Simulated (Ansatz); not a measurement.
# In, a known structure type with other elements, at an estimated volume

```yaml
crystal:
  lattice:
    - [2.08666, 3.61420, 0.00000]
    - [-2.08666, 3.61420, 0.00000]
    - [0.00000, 0.00000, 10.89002]
  atoms:
    - { symbol: In, position: [0.33333, 0.33333, 0.25000] }
    - { symbol: In, position: [0.66667, 0.66667, 0.75000] }
```

The numbers come from plane-wave PAW DFT (Ansatz): r2SCAN, no spin polarisation, 500 eV, 9×9×3 Γ-centred k points, fermi-dirac occupations (width 0.1 eV). Nothing was relaxed.

Problem. What do density and ELF say about some of the short contacts?

Solution. In–In at 4.17 Å: least valence density 0.05 e/Å³ and ELF 0.23 there. Both are smooth PAW fields, read partly inside the augmentation spheres.

Problem. What happens at the Fermi level?

Solution. It is a metal, with about 3.1 states/eV a cell as the mean within 0.25 eV of the Fermi level, mostly In p (94 %).

Problem. Is the cell too large or too small?

Solution. The pressure is -2.6 GPa (compression positive), so with the atoms held at these fractions the cell would first shrink. The principal stresses -3.4, -3.4, -0.8 GPa differ, so its shape would change too.

Origin: a known structure type with other elements, at an estimated volume, so it need not be a known compound. Caveats: many states at the Fermi level without spin polarisation, so a magnetic state may lie lower.
